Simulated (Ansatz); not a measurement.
Cu8O:
```yaml
crystal:
  lattice:
    - [3.75895, 0.00000, 0.00000]
    - [0.00000, 3.75895, 0.00000]
    - [0.00000, 0.00000, 7.43490]
  atoms:
    - { symbol: Cu, position: [0.00000, 0.00000, 0.73012] }
    - { symbol: Cu, position: [0.50000, 0.50000, 0.71465] }
    - { symbol: Cu, position: [0.00000, 0.50000, 0.00000] }
    - { symbol: Cu, position: [0.50000, 0.00000, 0.00000] }
    - { symbol: Cu, position: [0.00000, 0.00000, 0.26988] }
    - { symbol: Cu, position: [0.50000, 0.50000, 0.28535] }
    - { symbol: Cu, position: [0.00000, 0.50000, 0.50000] }
    - { symbol: Cu, position: [0.50000, 0.00000, 0.50000] }
    - { symbol: O, position: [0.50000, 0.50000, 0.00000] }
```

Relaxed with r²SCAN.

**Question.** Map the electron localisation function on the plane through (0.000, 0.500, 0.000) spanned by u = [1, 0, 0] and v = [0, 1, 0] in lattice vectors, from the program Ansatz at the r²SCAN level (PAW).

**Answer.** x is the fraction of u, y of v (the angle between them is 90°; rows are the nearest grid lines); atoms in the plane: Cu at (0.00, 0.00), Cu at (0.50, 0.50), O at (0.50, 0.00).
```
|98200289622698200289|
|75100289755798200157|
|21000169888896100012|
|00000147899874100000|
|00000013455431000000|
|00000000000000000000|
|00000000000000000000|
|11110000000000001111|
|11110000244200001111|
|11110000499400001111|
|11110000499400001111|
|11110000244200001111|
|11110000000000001111|
|00000000000000000000|
|00000000000000000000|
|00000013455431000000|
|00000147899874100000|
|21000169888896100012|
|75100289755798200157|
|98200289622698200289|
```
Scale: ten equal steps from 0.106 (start of '0') to 0.851 (end of '9'), in the order '0123456789'; x runs from 0.000 to 1.00, y from 0.000 (bottom) to 1.00 (top).

The density is the valence pseudo-density with augmentation charge, so density and ELF within about 1 Å of a nucleus are not all-electron values.

Space group P4/mmm. The start of the workflow was typed in or built on a structure type; neither database checked (COD, Materials Project) lists it. Its standing as an ambient phase is unchecked. The r²SCAN relaxation kept the symmetry of its start; its stability against distortions is not shown here. The workflow began spin-polarised and lost its moments. No Hubbard U is applied.

Potentials: the earlier of the program's two PAW sets. The files were generated under PBE; for other functionals the program regenerates the frozen cores, and for LDA and PBEsol the local potential too.
